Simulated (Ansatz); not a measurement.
Structure types of Li compared at 28 GPa

Structure types of Li are relaxed in primitive cells with their symmetry kept at 28 GPa, first on PAW files, then by LAPW. The enthalpy is E + pV at zero temperature, without zero-point motion. Only the types listed were tried, and differences under about 5 meV/atom are mesh noise. The real phase may be another.

All numbers are PBEsol results (scalar-relativistic) from Ansatz 0.2.0, with Fermi–Dirac smearing of 0.08 eV, no spin polarisation. Methods: LAPW: all electrons, basis error target 0.5 meV/atom; PAW: frozen-core files, cutoff 420 eV.

k meshes: fcc 19×19×19, bcc 20×20×20, hcp 18×18×10, A7 15×15×15, beta tin 18×18×18, simple hexagonal 19×19×17.

The PAW files were made under PBE.

| start type | ends as | a, b, c (Å) | V (Å³/atom) | H − H(lowest), LAPW (meV/atom) |
| --- | --- | --- | --- | --- |
| fcc | fcc, Fm-3m | 3.457, 3.457, 3.457 | 10.33 | 0.0 |
| bcc | bcc, Im-3m | 2.748, 2.748, 2.748 | 10.37 | 9.7 |
| hcp | hcp, P6_3/mmc | 2.432, 2.432, 4.035 | 10.34 | 0.9 |
| A7 | R-3m, R-3m | 3.810, 3.810, 2.470 | 10.35 | 8.3 |
| beta tin | beta tin, I4_1/amd | 4.155, 4.155, 2.338 | 10.09 | ? |
| simple hexagonal | simple hexagonal, P6/mmm | 2.346, 2.346, 2.117 | 10.09 | ? |

Problem. Give the missing entry: row "simple hexagonal", column "H − H(lowest), LAPW (meV/atom)".

Solution. 33.0.

Problem. Give the missing entry: row "beta tin", column "H − H(lowest), LAPW (meV/atom)".

Solution. 42.1.
